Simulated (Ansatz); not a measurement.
MgB2:
```
MgB2
1.0
    3.03279     0.00000     0.00000
   -1.51640     2.62648     0.00000
    0.00000     0.00000     3.46471
Mg B
1 2
Direct
  0.00000   0.00000   0.00000
  0.33333   0.66667   0.50000
  0.66667   0.33333   0.50000
```

Relaxed with LDA. Special points in fractions of this cell's reciprocal vectors: Γ (0.000, 0.000, 0.000); M (0.500, 0.000, 0.000); K (0.333, 0.333, 0.000); A (0.000, 0.000, 0.500); L (0.500, 0.000, 0.500); H (0.333, 0.333, 0.500).

List the band energies nearest the Fermi level at these points for the program Ansatz at the LDA level (PAW).

In eV from the Fermi level; about four levels below and three above (degenerate sets whole), none deeper than 8.9 eV; … stands for higher levels left out; points with the same levels are listed once.

| k | below | above |
|---|---|---|
| Γ | -3.02 | 0.40 0.40 1.78 |
| M | -8.53 -7.97 -2.22 | 0.20 3.18 4.04 |
| K | -7.25 -7.25 -6.05 | 1.84 1.84 … |
| A | -7.65 | 0.79 0.79 6.82 6.82 |
| L | -7.01 -3.66 -1.93 -1.34 | 6.12 … |
| H | -6.31 -6.31 -5.35 -2.07 -2.07 | 3.70 … |

Space group P6/mmm. The cell was relaxed with LDA under the symmetry of its start; phonons on a q-mesh show no instability.

Potentials: the later of the program's two PAW sets.
